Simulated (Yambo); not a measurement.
G0W0@PBEsol for SrHI (space group P4/nmm, No. 129) in Yambo. Reference settings: 2×2×1 Γ-centred k mesh, 460 bands and a 7 Ry block in the screening, 460 bands in G with the Bruneval-Gonze terminator, plasmon pole fitted at 27.2 eV. The PBEsol gap X → M on this mesh is 3.36 eV; G0W0 gaps are taken between the same points.

| change from the reference | G0W0 gap X → M (eV) | shift of the valence edge (eV) |
|---|---|---|
| reference settings | 4.87 | -0.99 |
| 3 Ry block | 4.58 | -0.69 |
| 290 bands in G, no terminator | 4.85 | -0.79 |
| no terminator | 4.87 | -0.91 |
| 162 bands in G | 4.87 | -0.91 |
| 6 Ry block | ? | -0.93 |
| 290 bands in G | 4.87 | -0.97 |
| 290 bands in W, 290 bands in G | 4.86 | -0.89 |

### Question
Estimate the withheld gaps from the other rows; the computed values follow.

### Answer

- 6 Ry block, G0W0 gap X → M (eV): 4.82

The reference isn't shown to be the converged limit. The mesh misses a band edge: along a dense path the PBEsol gap is 2.80 eV against 3.36 eV on the mesh.

Spin-orbit coupling is included.

Geometry relaxed with PBE+D3(BJ); primitive cell a = 4.291 Å, b = 4.291 Å, c = 8.190 Å, α = 90.00°, β = 90.00°, γ = 90.00°.

A shift is the quasiparticle energy of the state minus its PBEsol energy.
